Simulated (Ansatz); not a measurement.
Ca: course of a relaxation

Method: Ansatz 0.2.0, DFT PBEsol, scalar-relativistic, plane waves, PAW. (420 eV cutoff, 10×10×10 k-mesh, Gaussian smearing of 0.10 eV, no spin polarisation)

What was changed: biaxial strain in the a-b plane, c and atoms relaxed: +6.0 %.

Input:

```yaml
crystal:
  lattice:
    - [4.5871716961, 0.0, 0.0]
    - [0.0, 4.5871716961, 0.0]
    - [0.0, 0.0, 4.151070069]
  atoms:
    - { symbol: Ca, position: [0.0, 0.0, 0.5] }
    - { symbol: Ca, position: [0.5, 0.5, 0.0] }
basis:
  ecutwfc: 420
kpoints:
  mp_grid: { grid: [10, 10, 10] }
hamiltonian:
  xc: pbesol
scf:
  occupations: { method: gaussian, width: 0.1 }
output:
  forces: true
  stress: true
  eigenvalues: true
relax:
  adjacent_minimum: "off"
  f_tol: 0.008
  max_steps: 40
  cell: { stress_tol: 0.05, fix: [a, b, gamma] }
```

F is the free energy. Steps run on the plane waves of an earlier cell, but the last one, and at times one on the way, on a freshly chosen basis, so a repeated geometry can differ a little in energy. The held parts of the cell keep their stress, so P needn't end at zero.

Steps:

```
step F − F(1) (eV) largest force component (eV/Å) V (Å³/atom) P (GPa)
   1         0.0000                           0.000       43.674    -1.20
   2        -0.0060                           0.000       43.139    -1.03
   3        -0.0118                           0.000       41.611    -0.44
   4        -0.0121                           0.000       41.920    -0.57
   5        -0.0121                           0.000       41.920    -0.57
```

Relaxed structure:

```cif
data_structure
_symmetry_space_group_name_H-M 'P 1'
_symmetry_Int_Tables_number 1
_cell_length_a 4.5872
_cell_length_b 4.5872
_cell_length_c 3.9844
_cell_angle_alpha 90.000
_cell_angle_beta 90.000
_cell_angle_gamma 90.000
_cell_volume 83.84
loop_
_atom_site_label
_atom_site_type_symbol
_atom_site_fract_x
_atom_site_fract_y
_atom_site_fract_z
_atom_site_occupancy
Ca1 Ca 0.00000 0.00000 0.50000 1
Ca2 Ca 0.50000 0.50000 0.00000 1
```

It takes space group I4/mmm (No. 139, tetragonal). The conventional cell has a = 4.587 Å, b = 4.587 Å, c = 3.984 Å, α = 90.00°, β = 90.00°, γ = 90.00°. Ca (site symmetry 4/mmm) has 10 Ca at 3.81 to 3.98 Å as nearest neighbours.

The run converged. The run took roughly 40 core-seconds.